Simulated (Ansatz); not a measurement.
The calculation used Ansatz, DFT, PBEsol, plane waves (420 eV) with PAW, scalar-relativistic. (PAW data from PBE, frozen cores regenerated.)

An element in the diamond structure gives this curve. The cell is scaled uniformly from the relaxed one, with fractional coordinates and shape fixed. Energies are extrapolated to zero smearing, pressures are those at the given smearing. Magnetic state: spin not included.

```json
{"V (Å³/atom)": "34.968", "E − E₀ (meV/atom)": "25.5", "P (GPa)": "1.63"}
{"V (Å³/atom)": "36.557", "E − E₀ (meV/atom)": "11.8", "P (GPa)": "1.14"}
{"V (Å³/atom)": "38.146", "E − E₀ (meV/atom)": "2.7", "P (GPa)": "0.60"}
{"V (Å³/atom)": "39.736", "E − E₀ (meV/atom)": "-0.5", "P (GPa)": "0.04"}
{"V (Å³/atom)": "41.325", "E − E₀ (meV/atom)": "2.8", "P (GPa)": "-0.45"}
{"V (Å³/atom)": "42.915", "E − E₀ (meV/atom)": "11.4", "P (GPa)": "-0.82"}
{"V (Å³/atom)": "44.504", "E − E₀ (meV/atom)": "23.5", "P (GPa)": "-1.07"}
```

Task: Which element is it?
A. lutetium
B. lanthanum
C. cadmium
D. yttrium

Result: D. Its fit is V₀ = 39.72 Å³/atom, B₀ = 14.1 GPa, B₀′ = 0.2.
